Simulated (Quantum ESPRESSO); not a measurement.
## Zn2RuTiHfZr3 (input and log of a self-consistent run)

A calculation, not a measurement. The program is pw.x of Quantum ESPRESSO 7.5 (plane-wave density functional theory). The cell is made up: eight metal atoms on a face-centred cubic lattice, with elements, volume, strain and displacements drawn at random and not relaxed, so it may be unstable or far from any real phase. PseudoDojo standard norm-conserving files set the functional (PBE unless stated); there is no spin polarisation or spin-orbit coupling, the Fermi-Dirac width of 0.25 eV means electrons at about 2900 K, and the masses in the input are unused placeholders. Heavy elements are run without spin-orbit coupling, which real alloys of them have. A spin test at this wide smearing found no moment, but such smearing suppresses magnetism that the real alloy may have.

Input:

```
&control calculation='scf', pseudo_dir='./dojo.nc.sr.pbe.v0_5.standard.upf', outdir='./o', disk_io='minimal', tprnfor=.true., tstress=.true. /
&system ibrav=0, nat=8, ntyp=5, nbnd=74, ecutwfc=84.00895049, nosym=.true., tot_charge=0,
 occupations='smearing', smearing='fd', degauss=0.0183746611
/
&electrons conv_thr=1.470e-08, electron_maxstep=70, mixing_beta=0.5 /
ATOMIC_SPECIES
Hf 1.0 Hf.upf
Ru 1.0 Ru.upf
Ti 1.0 Ti.upf
Zn 1.0 Zn.upf
Zr 1.0 Zr.upf
CELL_PARAMETERS angstrom
-4.1285 0.0 0.0
0.0 -4.1285 4.1285
0.0 6.1928 2.0643
ATOMIC_POSITIONS angstrom
Zn 0.0546 -0.0235 -0.0023
Ru 0.0529 2.181 2.0941
Ti 0.0144 -2.1684 2.1663
Hf -0.0312 0.0396 4.1416
Zr -2.0983 4.1194 2.0835
Zr -2.1468 0.0183 2.1199
Zr -2.1802 2.0684 4.1397
Zn -2.1248 -2.1804 4.178
K_POINTS automatic
6 5 4 1 1 1
```

The log is shortened where brackets say so; the opening notice, blank lines, dates and the lines on written files are dropped, and the path of the files is cut. It prints rydbergs, bohrs and kilobars, and counts compression as positive stress. Its total energy is the free energy E - TS of the whole cell.

```
     Program PWSCF v.7.5
     Parallel version (MPI & OpenMP), running on       4 processor cores
     Number of MPI processes:                 4
     Threads/MPI process:                     1
     [start-up lines left out]
     bravais-lattice index     =            0
     lattice parameter (alat)  =       7.8017  a.u.
     unit-cell volume          =     949.7487 (a.u.)^3
     number of atoms/cell      =            8
     number of atomic types    =            5
     number of electrons       =       116.00
     number of Kohn-Sham states=           74
     kinetic-energy cutoff     =      84.0090  Ry
     charge density cutoff     =     336.0358  Ry
     scf convergence threshold =      1.5E-08
     mixing beta               =       0.5000
     number of iterations used =            8  plain     mixing
     Exchange-correlation= PBE
                           (   1   4   3   4   0   0   0)
     [axes and pseudopotential details left out]
   Cartesian axes
     site n.     atom                  positions (alat units)
         1        Zn     tau(   1) = (   0.0132251  -0.0056921  -0.0005571  )
         2        Ru     tau(   2) = (   0.0128134   0.5282790   0.5072302  )
         3        Ti     tau(   3) = (   0.0034879  -0.5252271   0.5247184  )
         4        Hf     tau(   4) = (  -0.0075572   0.0095919   1.0031731  )
         5        Zr     tau(   5) = (  -0.5082475   0.9977958   0.5046627  )
         6        Zr     tau(   6) = (  -0.5199952   0.0044326   0.5134795  )
         7        Zr     tau(   7) = (  -0.5280853   0.5010052   1.0027128  )
         8        Zn     tau(   8) = (  -0.5146663  -0.5281337   1.0119898  )
     number of k points=    60  Fermi-Dirac smearing, width (Ry)=  0.0184
                       cart. coord. in units 2pi/alat
        k(    1) = (  -0.0833333   0.0374989   0.1374989), wk =   0.0333333
        k(    2) = (  -0.0833333   0.1624974   0.2624974), wk =   0.0333333
     [further k points left out]
     Dense  grid:    98849 G-vectors     FFT dimensions: (  45,  72,  72)
     Estimated max dynamical RAM per process >     396.68 MB
     Estimated total dynamical RAM >       1.48 GB
     Initial potential from superposition of free atoms
     starting charge     115.9884, renormalised to     116.0000
     Starting wfcs are   80 randomized atomic wfcs
     total cpu time spent up to now is       12.0 secs
     per-process dynamical memory:   312.3 Mb
     Self-consistent Calculation
     iteration #  1     ecut=    84.01 Ry     beta= 0.50
     Davidson diagonalization with overlap
     ethr =  1.00E-02,  avg # of iterations =  2.9
     total cpu time spent up to now is       41.0 secs
     total energy              =   -1572.43266111 Ry
     estimated scf accuracy    <       2.12779769 Ry
     iteration #  2     ecut=    84.01 Ry     beta= 0.50
     Davidson diagonalization with overlap
     ethr =  1.83E-03,  avg # of iterations =  3.7
     total cpu time spent up to now is       71.9 secs
     total energy              =   -1572.63330702 Ry
     estimated scf accuracy    <      11.19831481 Ry
     iteration #  3     ecut=    84.01 Ry     beta= 0.50
     Davidson diagonalization with overlap
     ethr =  1.83E-03,  avg # of iterations =  2.5
     total cpu time spent up to now is       99.0 secs
     total energy              =   -1573.45919506 Ry
     estimated scf accuracy    <       1.41777127 Ry
     iteration #  4     ecut=    84.01 Ry     beta= 0.50
     Davidson diagonalization with overlap
     ethr =  1.22E-03,  avg # of iterations =  2.0
     total cpu time spent up to now is      122.8 secs
     total energy              =   -1573.60709404 Ry
     estimated scf accuracy    <       0.59524183 Ry
     iteration #  5     ecut=    84.01 Ry     beta= 0.50
     Davidson diagonalization with overlap
     ethr =  5.13E-04,  avg # of iterations =  1.8
     total cpu time spent up to now is      145.7 secs
     total energy              =   -1573.63140872 Ry
     estimated scf accuracy    <       0.07285829 Ry
     [iterations 6 to 12 left out]
     iteration # 13     ecut=    84.01 Ry     beta= 0.50
     Davidson diagonalization with overlap
     ethr =  7.81E-09,  avg # of iterations =  2.6
     total cpu time spent up to now is      350.3 secs
     total energy              =   -1573.64638552 Ry
     estimated scf accuracy    <       0.00000337 Ry
     iteration # 14     ecut=    84.01 Ry     beta= 0.50
     Davidson diagonalization with overlap
     ethr =  2.91E-09,  avg # of iterations =  2.4
     total cpu time spent up to now is      374.3 secs
     total energy              =   -1573.64638588 Ry
     estimated scf accuracy    <       0.00000359 Ry
     iteration # 15     ecut=    84.01 Ry     beta= 0.50
     Davidson diagonalization with overlap
     ethr =  2.91E-09,  avg # of iterations =  1.0
     total cpu time spent up to now is      395.7 secs
     total energy              =   -1573.64638615 Ry
     estimated scf accuracy    <       0.00000006 Ry
     iteration # 16     ecut=    84.01 Ry     beta= 0.50
     Davidson diagonalization with overlap
     ethr =  4.75E-11,  avg # of iterations =  5.6
     total cpu time spent up to now is      424.9 secs
     total energy              =   -1573.64638616 Ry
     estimated scf accuracy    <       0.00000002 Ry
     iteration # 17     ecut=    84.01 Ry     beta= 0.50
     Davidson diagonalization with overlap
     ethr =  1.44E-11,  avg # of iterations =  2.4
     total cpu time spent up to now is      449.8 secs
     End of self-consistent calculation
     [lines on levels left out]
!    total energy              =   -1573.64638616 Ry
     estimated scf accuracy    <       0.00000001 Ry
     smearing contrib. (-TS)   =      -0.12582532 Ry
     internal energy E=F+TS    =   -1573.52056084 Ry
     The total energy is F=E-TS. E is the sum of the following terms:
     one-electron contribution =    -775.42500673 Ry
     hartree contribution      =     439.51363583 Ry
     xc contribution           =    -230.59151877 Ry
     ewald contribution        =   -1007.01767116 Ry
     convergence has been achieved in  17 iterations
     Forces acting on atoms (cartesian axes, Ry/au):
     atom    1 type  4   force =    -0.02890595    0.02395329    0.03265643
     atom    2 type  2   force =    -0.01923092   -0.01524464   -0.02997060
     atom    3 type  3   force =    -0.02553168    0.01392321   -0.00208683
     atom    4 type  1   force =    -0.01976524   -0.04180511    0.01386353
     atom    5 type  5   force =     0.01635772   -0.03416485   -0.00084774
     atom    6 type  5   force =     0.02952798   -0.01094445   -0.03420159
     atom    7 type  5   force =     0.03807223    0.04706322    0.02053301
     atom    8 type  4   force =     0.00947586    0.01721934    0.00005378
     Total force =     0.123394     Total SCF correction =     0.000644
     Computing stress (Cartesian axis) and pressure
          total   stress  (Ry/bohr**3)                   (kbar)     P=      103.07
   0.00060829  -0.00000067  -0.00003969           89.48       -0.10       -5.84
  -0.00000067   0.00061459   0.00005912           -0.10       90.41        8.70
  -0.00003969   0.00005912   0.00087902           -5.84        8.70      129.31
     init_run     :     11.08s CPU     11.44s WALL (       1 calls)
     electrons    :    429.81s CPU    437.90s WALL (       1 calls)
     forces       :      3.04s CPU      3.07s WALL (       1 calls)
     stress       :     11.34s CPU     11.34s WALL (       1 calls)
     [timing details left out]
     PWSCF        :   7m35.80s CPU   7m44.39s WALL
     JOB DONE.
```

In other units: free energy -21410.550 eV for the cell, pressure 10.31 GPa, largest force component 1.210 eV/Å in size. The run took 466 s of wall time with four MPI processes on a shared machine (Intel Xeon, older, virtual cores), so the time is rough. A rerun of this cell at a higher cutoff and on a denser mesh moved values by no more than 0.003 eV in energy, 0.02 GPa in stress and 0.006 eV/Å in force, and a second program with other atomic files agreed on that cell to 2 % rms in force and 0.5 GPa in pressure.